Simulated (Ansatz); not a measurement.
Crystals of one structure type (CsCl type) and one family of elements, relaxed and computed with the program Ansatz at the PBE level (PAW).

```json
[
 {"crystal": "SiC", "V (Å³/atom)": "9.21", "B₀ by P(V) fit (GPa)": "166"},
 {"crystal": "SnC", "V (Å³/atom)": "14.95", "B₀ by P(V) fit (GPa)": "92.2"},
 {"crystal": "SiGe", "V (Å³/atom)": "17.03", "B₀ by P(V) fit (GPa)": "73.1"},
 {"crystal": "SiSn", "V (Å³/atom)": "21.37", "B₀ by P(V) fit (GPa)": "62.3"},
 {"crystal": "SnGe", "V (Å³/atom)": "23.55", "B₀ by P(V) fit (GPa)": "?"}
]
```

Question: Fit a straight line to ln B₀ against ln V and predict the withheld value.

Answer: Least squares on the 4 shown rows: ln B₀ = -1.20 × ln V + (7.762), with a scatter of 4 %. For SnGe this gives 53.0. The run itself gave 54.8, within the scatter.

Constructed cells (a structure type filled with these elements, in neither database checked): SiC, CsCl type; SnC, CsCl type; SiGe, CsCl type; SiSn, CsCl type; SnGe, CsCl type. Not the usual ambient phase: SiC, CsCl type. All cells were relaxed under the symmetry of their starts (and spin orders); stability against distortions was not tested throughout. Scalar-relativistic: spin–orbit coupling is off unless named, which matters more the heavier the elements.

Potentials: the earlier of the program's two PAW sets.
